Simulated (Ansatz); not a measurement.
An elastic constant from a strain scan in BN

The calculation used DFT PBE, scalar-relativistic, plane waves, PAW (Ansatz). Settings: plane waves to 520 eV, k-mesh 12×12×6 (Γ-centred), Gaussian smearing 0.05 eV. No spin polarisation. Energies are free energies at this smearing, counted from the undisturbed cell; pressure is positive in compression.

The undisturbed cell (as given, not relaxed at this level; it stands at 0.0 GPa; this wurtzite form isn't the usual structure):

```
CELL_PARAMETERS angstrom
2.55394 0.00000 0.00000
-1.27697 2.21178 0.00000
0.00000 0.00000 4.22685
ATOMIC_POSITIONS crystal
B 0.66667 0.33333 0.99972
B 0.33333 0.66667 0.49972
N 0.66667 0.33333 0.62528
N 0.33333 0.66667 0.12528
```

The cell is strained by ε times the Voigt pattern (1, 1, 0, 0, 0, 0) (xx, yy, zz, yz, xz, xy; engineering shear) with fractional coordinates fixed. The cell holds 4 atoms in V0 = 23.88 Å³. The stress column is τ = (1/V0) dE/dε, got from the stress tensor σ (compression positive) at each point as −det(1 + εP) σ : P(1 + εP)⁻¹, with P the pattern as a tensor.

| ε | ΔE (meV/atom) | τ (GPa) |
| --- | --- | --- |
| -0.0200 | 16.900 | -46.074 |
| -0.0150 | 9.449 | -34.006 |
| -0.0100 | 4.203 | -22.389 |
| -0.0050 | 1.081 | -11.213 |
| 0.0000 | 0.000 | -0.461 |
| 0.0050 | 0.884 | 9.879 |
| 0.0100 | 3.656 | 19.818 |
| 0.0150 | 8.244 | 29.370 |
| 0.0175 | 11.196 | 34.004 |
| 0.0200 | ? | ? |

Which combination of elastic constants does this scan measure, and how large is it?

For small ε, τ = τ0 + Kε with K = pᵀCp, which for this pattern is C11 + C22 + 2 C12 in the Cartesian frame shown. The parabola through τ at ε = -0.0050, 0 and 0.0050 has slope K = 2109 GPa at zero. The energies per cell, E = NΔE, of the same two points give K = 2[E(ε₊)/ε₊ − E(ε₋)/ε₋]/[(ε₊ − ε₋)V0] = 2109 GPa, in agreement. These are clamped-ion values.

Predict the withheld row at ε = 0.0200 from the harmonic law, and compare.

ΔE = V0(τ0 ε + Kε²/2)/N = 15.372 meV/atom and τ = 41.72 GPa. The calculation gives 14.576 meV/atom and 38.55 GPa: the energy lies 5 % below the harmonic value, as bonds soften when stretched.

Forces appear on the atoms along this scan, and letting them relax would lower the energy and soften the response.

Cost: 10 runs of about 0.45 core-minutes in all, on Intel Xeon Processor @ 2.70GHz (shared hosts).